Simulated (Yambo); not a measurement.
G0W0@LDA for KF (rock salt, space group Fm-3m, No. 225) in Yambo. Reference settings: 4×4×4 Γ-centred k mesh, 140 bands and a 14 Ry block in the screening, 140 bands in G with the Bruneval-Gonze terminator, plasmon pole fitted at 27.2 eV. The LDA gap Γ → Γ on this mesh is 6.40 eV; G0W0 gaps are taken between the same points.

With and without the terminator, as bands are cut:

| bands in G (in W) | gap, terminator (eV) | gap, none (eV) | valence shift, terminator (eV) | valence shift, none (eV) |
|---|---|---|---|---|
| 27 (27) | 10.686 | 10.471 | -2.432 | -2.027 |
| 46 (46) | 10.592 | 10.337 | -2.518 | -2.141 |
| 73 (73) | 10.582 | 10.367 | -2.578 | -2.279 |
| 107 (107) | 10.578 | 10.412 | -2.603 | -2.379 |
| 140 (140) | 10.578 | 10.450 | -2.616 | -2.444 |

Over this range the gap spans 0.108 eV with the terminator and 0.134 eV without, the valence shift 0.184 eV and 0.417 eV. Neither column has reached its limit for certain.

Geometry relaxed with LDA; primitive cell a = b = c = 3.647 Å, α = β = γ = 60.00°.

A shift is the quasiparticle energy of the state minus its LDA energy.
